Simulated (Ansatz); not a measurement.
Zn₃P₄W in space group Pmn2_1 (No. 31; Pearson symbol oP16) under volume change, PBE in the plane-wave PAW code Ansatz, shape and atoms relaxed at each volume.

| V (Å³/atom) | E − E(relaxed) (meV/atom) | P (GPa) |
|---|---|---|
| 19.028 | 44.3 | 8.19 |
| 19.656 | 18.6 | 5.03 |
| 20.283 | 4.4 | 2.31 |
| 20.910 | 0.0 | 0.00 |
| 21.538 | 3.9 | -1.95 |
| 22.165 | 14.9 | -3.61 |

### Question
What does a third-order Birch–Murnaghan fit give for V₀, B₀ and B′?

### Answer
V₀ = 20.91 Å³/atom, B₀ = 70.6 GPa, B′ = 4.4.

The start of the workflow was typed in or built on a structure type; neither database checked (COD, Materials Project) lists it. Whether it is the stable phase at ambient conditions was not checked. The PBE relaxation kept the symmetry of its start; whether a distortion lowers the energy is not shown. No spin polarisation was allowed. Spin–orbit coupling is left out wherever it is not named.

Potentials: the later of the program's two PAW sets.
